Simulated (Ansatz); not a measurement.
## Sr3RhN3: field gradients at two levels of theory

Cell: a computed structure from the Materials Project (it need not be an observed phase).

Space group P6_3/m (No. 176); a = 7.6895, c = 5.3063 Å, γ = 120.00°.

```csv
site,Wyckoff,site symmetry,x,y,z
Sr,6h,m..,0.9059,0.6367,0.2500
Rh,2c,-6..,0.6667,0.3333,0.7500
N,6h,m..,0.8935,0.5943,0.7500
```

One atom of each set is listed.

First run. Method: Kohn–Sham DFT in Ansatz, PBE, plane waves and PAW, scalar-relativistic, 420 eV cutoff, Γ-centred 5×5×6 k-points, Fermi–Dirac smearing 0.05 eV.

```tsv
site	V_zz (10²¹ V/m²)	η
Sr	9.96	0.38
Rh	-14.14	0.00
N	-3.41	0.44
```

Second run. The same atoms and settings, except that the functional is r2SCAN and the cutoff is 500 eV.

Problem. Given the first result, estimate the second.

Solution. 

```json
{"site": "Sr", "V_zz": "10.71", "η": "0.40", "change of V_zz": "+0.75"}
{"site": "Rh", "V_zz": "-15.36", "η": "0.00", "change of V_zz": "-1.22"}
{"site": "N", "V_zz": "-3.99", "η": "0.46", "change of V_zz": "-0.58"}
```

The largest change of V_zz is on Rh, from -14.14 to -15.36. In per cent, |V_zz| changes by +8 on Sr, +9 on Rh, +17 on N (all sites that start above 2).

With no gap above 0.1 eV, as in a metal, the gradients converge slowly in k; expect changes of a tenth or more on a denser mesh. Without spin–orbit coupling (the program notes it for Rh and Sr) the gradients can shift somewhat, as the gap is small. With these PAW files V_zz is typically within 2 to 3 % of all-electron values, but misses above 10 % occur on Rh. Semilocal functionals make gaps too small and can close them, so the real compound need not be a metal.
